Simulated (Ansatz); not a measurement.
Ca3SnO (anti-perovskite)

```
Ca3SnO
1.0
    4.70578     0.00000     0.00000
    0.00000     4.70578     0.00000
    0.00000     0.00000     4.70578
Ca Sn O
3 1 1
Direct
  0.50000   0.00000   0.50000
  0.00000   0.50000   0.50000
  0.50000   0.50000   0.00000
  0.00000   0.00000   0.00000
  0.50000   0.50000   0.50000
```

The slice is a {210} plane (indices of the conventional cell) through the point (0.000, 0.500, 0.500) (fractional), spanned by u = [100] and v = [021] in vectors of this cell: u (4.71 Å) and v (10.52 Å, at 90° to u). It covers one period; positions are fractions (u, v).

Calculation: LDA (plane waves to 420 eV, PAW, scalar-relativistic; Ansatz, a quantum-chemistry and plane-wave program). k mesh 10×10×10. These are valence fields of a PAW run, semicore shells included where kept as valence: close to a nucleus they are smooth pseudo fields. At this level the bands of Ca3SnO touch or barely overlap. Ca3SnO was relaxed with its symmetry unable to fall.

### Question
Predict the map of the electrostatic potential energy of an electron, from the cell's mean on the slice.

### Answer
```tsv
v \ u	0.00	0.11	0.22	0.33	0.44	0.56	0.67	0.78	0.89
0.90	<0.0	0.4	4.1	5.7	5.2	5.2	5.7	4.1	0.4
0.75	0.8	3.5	5.8	4.4	1.2	1.2	4.4	5.8	3.5
0.60	6.1	6.6	6.1	2.9	<0.0	<0.0	2.9	6.1	6.6
0.45	8.0	7.3	4.2	x	x	x	x	4.2	7.3
0.30	<0.0	0.6	5.7	6.1	4.7	4.7	6.1	5.7	0.6
0.15	5.8	6.0	5.7	3.8	0.9	0.9	3.8	5.7	6.0
0.00	x	x	<0.0	x	x	x	x	<0.0	x
```

Values: electrostatic potential energy of an electron, from the cell's mean, in eV. Points within 1 Å of a nucleus are blanked (x), as the pseudised field means little there. Values under 0 eV are set to 0. The zero, the cell's mean, hangs on the PAW cores.
